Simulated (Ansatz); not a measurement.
BiTe: frozen-core PAW against all-electron methods

```
Bi Te
1.0
    -0.06470    3.20265    3.20265
     3.20265   -0.06470    3.20265
     3.20265    3.20265   -0.06470
Bi Te
1 1
Direct
  0.00000 0.00000 0.00000
  0.50000 0.50000 0.50000
```

Atoms are numbered in the order listed.

The geometry is COD entry 9008604, unchecked; take it as a test cell. The listed cell was then made from it by scaling, straining or moving an atom.

No spin–orbit coupling, which matters for the heavy atoms here.

Levels of theory: DFT, LDA, PAW with Ansatz's default frozen-core files, scalar-relativistic (Ansatz 0.2.0); DFT, LDA, all-electron PAW with datasets made for the crystal, scalar-relativistic (Ansatz 0.2.0); DFT, LDA, all-electron LAPW, scalar-relativistic (Ansatz 0.2.0).

For PAW: a Γ-centred 10×10×10 k mesh, Fermi–Dirac smearing of 0.08 eV, cutoff 420 eV, no spin polarisation; the PAW files were made with PBE, and the program remakes their frozen cores for this functional. The crystal-made all-electron datasets (AE datasets) take a cutoff of 240 eV at this cell. LAPW targets a basis error of 0.5 meV/atom. The Ansatz runs share mesh, smearing and spin set-up. Plane-wave (PAW) pressures include the program's estimate of the Pulay term.

Stress and pressure are positive in compression.

The change that made this cell: equal xy, yz and zx engineering shear strains of -2 %.

No spin–orbit coupling: at heavy atoms the gradients can be off by tens of per cent for that reason.

In a metal, gradients converge slowly with the k mesh: the values move by tens of per cent from one mesh to another, at times in sign, so only the comparison on one mesh counts.

```csv
quantity,PAW,AE datasets,LAPW
pressure (GPa),-2.81,-2.79,-2.79
field gradient Vzz at Bi1 (10²¹ V/m²),-3.81,-3.80,–
field gradient Vzz at Te2 (10²¹ V/m²),-2.34,-2.34,–
```
